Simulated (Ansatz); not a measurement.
The relaxation started from an entry of Materials Project.

The end point of a relaxation of SnSb. Space group P4/mmm (No. 123). Calculation: PBEsol (plane waves to 420 eV, PAW, scalar-relativistic; Ansatz, a first-principles code).

```cif
data_SbSn
_chemical_formula_sum 'Sn1 Sb1'
_space_group_name_H-M_alt 'P4/mmm'
_space_group_IT_number 123
_space_group_name_Hall '-P 4 2'
_cell_length_a 3.04358
_cell_length_b 3.04358
_cell_length_c 6.11238
_cell_angle_alpha 90.000
_cell_angle_beta 90.000
_cell_angle_gamma 90.000
loop_
_atom_site_label
_atom_site_type_symbol
_atom_site_symmetry_multiplicity
_atom_site_Wyckoff_symbol
_atom_site_fract_x
_atom_site_fract_y
_atom_site_fract_z
_atom_site_occupancy
Sn1 Sn 1 a 0.00000 0.00000 0.00000 1
Sb1 Sb 1 b 0.00000 0.00000 0.50000 1
```

For SnSb, the volume per atom is 28.31 Å³ and the band gap comes out as zero (metallic). The shortest distances is Sn–Sn 3.04 Å; Sb–Sb 3.04 Å; Sb–Sn 3.06 Å and the k-mesh is 15×15×8.

Band energies at high-symmetry points (eV from the Fermi level; labels of this space group; no spin-orbit coupling), from −5 eV up to 2.1 eV:

```tsv
point	energies
Γ	–
X	-2.97 -2.77
M	-3.20 -3.20 -1.82 -0.76 -0.45 -0.45
Z	-1.56 -0.91
R	-5.00 -3.73 0.95 1.77
A	-3.65 -2.83 -2.83 -1.25 -1.25
```

No spin polarisation in the result. The relaxed primitive cell holds an odd number of electrons. A magnetic state may lie lower.

The run could not lose the symmetry of its start.

All atoms sit on sites fixed by symmetry, so only the cell could relax.
